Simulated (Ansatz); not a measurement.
A geometry of CdAu away from equilibrium: step 4 of the relaxation of a relaxed CdAu cell, doubled along one cell vector, shaken by Gaussian noise of σ = 0.08 Å a coordinate. Level of theory: PBE (plane waves to 420 eV, PAW, scalar-relativistic; Ansatz, a quantum-chemistry and plane-wave program). Γ-centred k-mesh 7×4×6 on the run's cell (coarser than for final values), Fermi–Dirac smearing 0.05 eV.

```xyz
8
Lattice="2.6810 -4.8017 0.0253 5.3124 9.5757 -0.0617 -0.0059 -0.0333 5.6509" Properties=species:S:1:pos:R:3:forces:R:3 pbc="T T T" free_energy=-85613.118 pressure_GPa=-0.6
Au     1.3283     2.4577     0.2043    0.0345    0.0483    0.0844
Au     3.9774     7.3861     0.0834    0.0999    0.1185    0.1625
Au     1.3378    -2.2521     0.2062   -0.0485   -0.0014    0.1287
Au     4.0108     2.5405     0.1450   -0.1577    0.0845    0.1628
Cd     2.7389     0.0980    -0.0377    0.0631    0.2212   -0.1921
Cd     5.2572     4.9758    -0.3690    0.0376    0.0892   -0.3886
Cd     2.4943    -0.5401     2.7961   -0.0362   -0.2842   -0.0160
Cd     5.2916     4.3639     2.4632    0.0073   -0.2765    0.0577
```

Positions in Å, forces in eV/Å, free energy of the cell in eV (comparable only within this code, potentials and settings). Largest force: 0.40 eV/Å, on Cd6 (atoms numbered as listed); the geometry lies 0.18 eV/atom above the end of its relaxation.

No spin polarisation in the result.

The end of the path is a generated cell of CdAu: the first start was made by a random draw of sites in a space group, and the end was not matched to a known phase here, so it may be hypothetical.
